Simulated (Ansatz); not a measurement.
Corundum Al2O3, relaxed with r2SCAN in Ansatz 0.2.0. It is trigonal, R-3c (No. 167); conventional cell a = 4.759 Å, c = 12.995 Å, 8.49 Å³ an atom. Al is surrounded by 6 O at 1.86–1.97 Å; O is surrounded by 4 Al at 1.86–1.97 Å.

The axes x, y and z are those of this cell:
```yaml
crystal:
  lattice:
    - [2.37936, 1.37372, 4.33159]
    - [-2.37936, 1.37372, 4.33159]
    - [0.00000, -2.74745, 4.33159]
  atoms:
    - { symbol: Al, position: [0.85191, 0.85191, 0.85191] }
    - { symbol: Al, position: [0.35191, 0.35191, 0.35191] }
    - { symbol: Al, position: [0.14809, 0.14809, 0.14809] }
    - { symbol: Al, position: [0.64809, 0.64809, 0.64809] }
    - { symbol: O, position: [0.44363, 0.05637, 0.75000] }
    - { symbol: O, position: [0.05637, 0.75000, 0.44363] }
    - { symbol: O, position: [0.55637, 0.94363, 0.25000] }
    - { symbol: O, position: [0.25000, 0.55637, 0.94363] }
    - { symbol: O, position: [0.94363, 0.25000, 0.55637] }
    - { symbol: O, position: [0.75000, 0.44363, 0.05637] }
```

Unstrained: PBE gives a direct gap of 6.241 eV at Γ. With r2SCAN the gap is 7.139 eV and direct, at Γ. HSE06 gives a direct gap of 8.106 eV at Γ. Meshes: PBE 6×6×6, r2SCAN 6×6×6, HSE06 4×4×4. Strains are changes of length per length. After each strain the atoms were relaxed again with r2SCAN within the symmetry that the strain leaves, so tilts or polar shifts that break it weren't tested; points keep the names that they have in the unstrained zone. Calculated for a static, non-magnetic cell.

Task: Apply uniaxial -2.0 % along z, other directions held. How far does the gap move, against the unstrained cell?

Result: PBE: the gap goes from 6.241 to 6.317 eV (+0.076 eV). r2SCAN: the gap goes from 7.139 to 7.215 eV (+0.076 eV). HSE06: the gap goes from 8.106 to 8.194 eV (+0.088 eV). The r2SCAN energy rises by 5.5 meV an atom.

Task: Apply uniaxial +2.0 % along z, other directions held. How far does the gap move, against the unstrained cell?

Result: PBE: the gap goes from 6.241 to 5.978 eV (-0.263 eV); least and direct gap lie within 0.04 eV, so its kind isn't settled. r2SCAN: the gap goes from 7.139 to 6.886 eV (-0.253 eV); least and direct gap lie within 0.04 eV, so its kind isn't settled. HSE06: the gap goes from 8.106 to 7.846 eV (-0.260 eV); least and direct gap lie within 0.04 eV, so its kind isn't settled. The r2SCAN energy rises by 5.2 meV an atom.

Task: Estimate what uniaxial +3.0 % along z, other directions held does to the gap.

Result: PBE: the gap goes from 6.241 to 5.825 eV (-0.416 eV); least and direct gap lie within 0.04 eV, so its kind isn't settled. r2SCAN: the gap goes from 7.139 to 6.731 eV (-0.408 eV); least and direct gap lie within 0.04 eV, so its kind isn't settled. HSE06: the gap goes from 8.106 to 7.685 eV (-0.421 eV). The r2SCAN energy rises by 11.6 meV an atom.

Task: Estimate what uniaxial -3.0 % along z, other directions held does to the gap.

Result: PBE: the gap goes from 6.241 to 6.343 eV (+0.102 eV). r2SCAN: the gap goes from 7.139 to 7.240 eV (+0.101 eV). HSE06: the gap goes from 8.106 to 8.225 eV (+0.119 eV). The r2SCAN energy rises by 12.5 meV an atom.

Task: Estimate what uniaxial -1.0 % along z, other directions held does to the gap.

Result: PBE: the gap goes from 6.241 to 6.282 eV (+0.041 eV). r2SCAN: the gap goes from 7.139 to 7.181 eV (+0.042 eV). HSE06: the gap goes from 8.106 to 8.154 eV (+0.048 eV). The r2SCAN energy rises by 1.4 meV an atom.

Task: Estimate what uniaxial +1.0 % along z, other directions held does to the gap.

Result: PBE: the gap goes from 6.241 to 6.123 eV (-0.118 eV); least and direct gap lie within 0.04 eV, so its kind isn't settled. r2SCAN: the gap goes from 7.139 to 7.034 eV (-0.105 eV); least and direct gap lie within 0.04 eV, so its kind isn't settled. HSE06: the gap goes from 8.106 to 8.000 eV (-0.106 eV); least and direct gap lie within 0.04 eV, so its kind isn't settled. The r2SCAN energy rises by 1.3 meV an atom.

The meshes of the hybrids are coarse, so their gaps aren't converged to the digits shown.
